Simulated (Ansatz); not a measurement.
HfSiMo:
```yaml
crystal:
  lattice:
    - [6.92216, 0.00000, 0.00000]
    - [0.00000, 3.49201, 0.00000]
    - [0.00000, 0.00000, 8.16820]
  atoms:
    - { symbol: Hf, position: [0.04395, 0.25000, 0.33240] }
    - { symbol: Hf, position: [0.95605, 0.75000, 0.66760] }
    - { symbol: Hf, position: [0.45605, 0.75000, 0.83240] }
    - { symbol: Hf, position: [0.54395, 0.25000, 0.16760] }
    - { symbol: Si, position: [0.25631, 0.25000, 0.63701] }
    - { symbol: Si, position: [0.74369, 0.75000, 0.36299] }
    - { symbol: Si, position: [0.24369, 0.75000, 0.13701] }
    - { symbol: Si, position: [0.75631, 0.25000, 0.86299] }
    - { symbol: Mo, position: [0.36625, 0.75000, 0.43770] }
    - { symbol: Mo, position: [0.63375, 0.25000, 0.56230] }
    - { symbol: Mo, position: [0.13375, 0.25000, 0.93770] }
    - { symbol: Mo, position: [0.86625, 0.75000, 0.06230] }
```

Relaxed with r²SCAN. Special points in fractions of this cell's reciprocal vectors: Γ (0.000, 0.000, 0.000); X (0.500, 0.000, 0.000); S (0.500, 0.500, 0.000); Y (0.000, 0.500, 0.000); Z (0.000, 0.000, 0.500); U (0.500, 0.000, 0.500); R (0.500, 0.500, 0.500); T (0.000, 0.500, 0.500).

Problem. List the band energies nearest the Fermi level at these points for DFT-r²SCAN in the program Ansatz with PAW potentials.

Solution. In eV from the Fermi level; about four levels below and three above (degenerate sets whole), none deeper than 8.9 eV; points with the same levels are listed once.

| k | below | above |
|---|---|---|
| Γ | -1.13 -0.95 -0.83 -0.47 | 0.36 0.49 0.53 |
| X | -1.42 -1.42 -0.75 -0.75 | 0.05 0.05 0.45 0.45 |
| S | -1.63 -1.63 -1.63 -1.63 | 0.77 0.77 0.77 0.77 |
| Y | -1.70 -1.70 -1.00 -1.00 | 0.48 0.48 0.50 0.50 |
| Z | -1.01 -1.01 -0.35 -0.35 | 0.08 0.08 1.21 1.21 |
| U | -1.38 -1.38 0.00 0.00 | 0.94 0.94 0.99 0.99 |
| R | -1.50 -1.50 -1.50 -1.50 | 0.79 0.79 0.79 0.79 |
| T | -0.50 -0.50 -0.06 -0.06 | 1.42 1.42 1.51 1.51 |

Space group Pnma. The first step of the workflow began from a Materials Project structure, measured or hypothetical; the Crystallography Open Database copy checked does not list it. Whether it is the stable phase at ambient conditions was not checked. The r²SCAN relaxation kept the symmetry of its start; whether a distortion lowers the energy is not shown. No spin polarisation was allowed. Scalar-relativistic: spin–orbit coupling is off unless named, which matters more the heavier the elements.

Potentials: the later of the program's two PAW sets.
